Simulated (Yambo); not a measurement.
Yambo run on Ag₂S (space group P1, No. 1). The wavefunctions are norm-conserving PBEsol (Quantum ESPRESSO, 82 Ry, scalar-relativistic) ones on a 2×2×1 mesh (66 occupied bands); a = 4.4355 Å, b = 4.6200 Å, c = 9.8055 Å, α = 99.78°, β = 98.20°, γ = 94.87°.

Yambo input:

```
rim_cut
gw0
dyson
el_el_corr
HF_and_locXC
ppa
em1d
RandQpts= 1000000
RandGvec= 1 Ry
EXXRLvcs= 82 Ry
VXCRLvcs= 328 Ry
Chimod= "HARTREE"
% BndsRnXp
 25 | 313 |
%
NGsBlkXp= 7 Ry
% LongDrXp
 1.0 | 1.0 | 1.0 |
%
PPAPntXp= 27.2114 eV
% GbndRnge
 1 | 140 |
%
GTermKind= "BG"
DysSolver= "n"
ExtendOut
% QPkrange
 1 | 1 | 66 | 67 |
 2 | 2 | 66 | 66 |
%
```

k points by index: 1 = Γ, 2 = (0, -0.5, 0).

Resulting energies as the program prints them:

```
#    K-point    Band    Eo [eV]    E [eV]    E-Eo [eV]    Vxc [eV]    Vnlxc [eV]    Sc|Eo [eV]    Sc|E [eV]    dSc/dw|Eo [eV]    Re(Z)    Im(Z)
#
    1    66    -0.033995    -0.308837    -0.274842    -18.36835    -21.65231    2.933996    3.009116    -7.434529    0.785411    -0.001400
    1    67    0.805089    0.881324    0.076235    -18.03032    -16.77845    -1.154727    -1.175640    -7.461474    0.784801    -0.001396
    2    66    0.000000    -0.324381    -0.324381    -18.02361    -21.50660    3.068238    3.158604    -7.577886    0.782175    -0.001424
```
(The two width columns are left out.) Convergence of these settings isn't established.

Spin-orbit coupling is not included.

Geometry of the Materials Project entry, not relaxed at this level.

The structure is a Materials Project entry; no match was found in the copy of COD used, and its stability was not checked.
